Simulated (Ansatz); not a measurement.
Several occupations of a rock salt lattice at one composition, 6 V, 3 Zr, 1 Ti; 6 N, 4 O. Sites, in fractions of the cell 2.182 2.182 4.365; -2.182 -2.182 4.365; 6.547 -4.365 2.182 Å:

| cell | sites |
| --- | --- |
| all | N (0.95 0.75 0.60), V (0.50 0.50 0.00), V (0.80 0.00 0.40) |
| 1 | N (0.15 0.75 0.20), N (0.25 0.25 0.00), N (0.35 0.75 0.80), N (0.55 0.75 0.40), N (0.65 0.25 0.20), O (0.05 0.25 0.40), O (0.45 0.25 0.60), O (0.75 0.75 0.00), O (0.85 0.25 0.80), Ti (0.60 0.00 0.80), V (0.20 0.00 0.60), V (0.30 0.50 0.40), V (0.40 0.00 0.20), V (0.70 0.50 0.60), Zr (0.00 0.00 0.00), Zr (0.10 0.50 0.80), Zr (0.90 0.50 0.20) |
| 2 | N (0.05 0.25 0.40), N (0.25 0.25 0.00), N (0.55 0.75 0.40), N (0.75 0.75 0.00), N (0.85 0.25 0.80), O (0.15 0.75 0.20), O (0.35 0.75 0.80), O (0.45 0.25 0.60), O (0.65 0.25 0.20), Ti (0.30 0.50 0.40), V (0.00 0.00 0.00), V (0.10 0.50 0.80), V (0.20 0.00 0.60), V (0.60 0.00 0.80), Zr (0.40 0.00 0.20), Zr (0.70 0.50 0.60), Zr (0.90 0.50 0.20) |
| 3 | N (0.05 0.25 0.40), N (0.15 0.75 0.20), N (0.35 0.75 0.80), N (0.45 0.25 0.60), N (0.65 0.25 0.20), O (0.25 0.25 0.00), O (0.55 0.75 0.40), O (0.75 0.75 0.00), O (0.85 0.25 0.80), Ti (0.40 0.00 0.20), V (0.00 0.00 0.00), V (0.30 0.50 0.40), V (0.70 0.50 0.60), V (0.90 0.50 0.20), Zr (0.10 0.50 0.80), Zr (0.20 0.00 0.60), Zr (0.60 0.00 0.80) |

Each was relaxed without symmetry on coarser meshes and computed once more. These are results of Ansatz, DFT r2SCAN, scalar-relativistic, plane waves, PAW, not measurements.

Plane waves to 500 eV, a k mesh through Γ of 7×7×5 on the computed 20-atom cell and Gaussian smearing (0.10 eV); no spin polarisation.

Warren–Cowley parameters of the first shell of the sublattice with most elements (negative: unlike neighbours preferred):
```
cell V-Zr Ti-V  Ti-Zr
   1  -0.02  -0.11  -0.11
   2  -0.11   0.17  -0.67
   3  -0.02  -0.39   0.44
```

Problem. Which occupation is lowest in energy, and by how much?

Solution. Cells 2, 1 are lowest, within 8 meV/atom of each other and so too close to rank here.
| cell | E − E(lowest) (meV/atom) | V (Å³/atom) |
| --- | --- | --- |
| 2 | 0.0 | 10.13 |
| 1 | 0.8 | 9.97 |
| 3 | 34.7 | 9.98 |

The final mesh leaves forces up to 0.18 eV/Å and stresses up to 0.4 GPa: the relaxation ran on a coarser mesh, so the cell's shape, its bonds and its energy belong partly to that mesh.

Spin polarisation was left out, and a magnetic state may lie lower.

Cost: 6 runs of about 110 core-minutes in all (earlier runs that led there not counted), on Intel Xeon Platinum 8259CL (Skylake/Cascade Lake) (shared hosts).